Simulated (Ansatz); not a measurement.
What DFT gives for Ga3Pt5

```xyz
8
Lattice="4.0267 3.7304 0.0000 4.0267 -3.7304 0.0000 0.0000 0.0000 -3.9590" Properties=species:S:1:pos:R:3 pbc="T T T"
Ga    2.0134    0.0000   -1.9795
Ga    6.0401    0.0000   -1.9795
Pt    2.0134    1.8652    0.0000
Pt    2.0134   -1.8652    0.0000
Pt    4.0267    0.0000    0.0000
Ga    0.0000    0.0000    0.0000
Pt    4.0267   -2.0517   -1.9795
Pt    4.0267    2.0517   -1.9795
```

Method: LDA, no spin polarisation; PAW, plane waves to 420 eV, 6×6×9 Γ-centred mesh, fermi-dirac occupations (width 0.0927 eV) (Ansatz 0.2.0), atoms fixed.

(1) What do density and ELF say about some of the short contacts?

(2) Which atom feels the largest force, and which way?

(3) Is the cell too large or too small?

(4) What happens at the Fermi level?

Origin: a database entry at a rescaled volume.

## Answers

(1) Ga–Pt at 2.60 Å: least valence density 0.38 e/Å³ and ELF 0.35 there. Pt–Pt at 2.74 Å: least valence density 0.40 e/Å³ and ELF 0.30 there. Ga–Ga at 2.82 Å: least valence density 0.21 e/Å³ and ELF 0.27 there. Both are smooth PAW fields, read partly inside the augmentation spheres.

(2) The largest is on Ga1 (and as large on other atoms): 1.23 eV/Å, components (1.23, 0.00, 0.00). It makes 140° with the line to a nearest neighbour, Pt7 at 2.62 Å, pointing away from it.

(3) The pressure is -7.8 GPa (compression positive), so with the atoms held at these fractions the cell would first shrink; the forces are large, so a full relaxation may end otherwise. The principal stresses -9.6, -7.4, -6.5 GPa differ, so its shape would change too.

(4) It is a metal, with about 2.8 states/eV a cell as the mean within 0.25 eV of the Fermi level, mostly Pt d (62 %) and Ga p (25 %).
